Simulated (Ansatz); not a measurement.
Consider the following.

HfN:
```
HfN
1.0
    0.00000     2.27394     2.27394
    2.27394     0.00000     2.27394
    2.27394     2.27394     0.00000
Hf N
1 1
Direct
  0.00000   0.00000   0.00000
  0.50000   0.50000   0.50000
```

This is the PBE-relaxed structure.

All from plane-wave PAW PBE (Ansatz code), unless another level is named. Give the electronic character.

metallic (no gap).

Give the density of states at the Fermi level.

0.31 states/eV per atom (mean over ±0.08 eV).

What about the formation energy from the elements (no fitted shifts)?

-1.65 eV/atom.

Space group Fm-3m (rock salt). The cell was relaxed with PBE under the symmetry of its start. The run is not spin-polarised. With an odd number of electrons in the cell and no spin polarisation, the count alone makes it a metal. The references are the lowest solids computed at this level, not always the standard phases (solids in place of the gases). Scalar-relativistic: spin–orbit coupling is off unless named, which matters more the heavier the elements.

Potentials: the earlier of the program's two PAW sets.
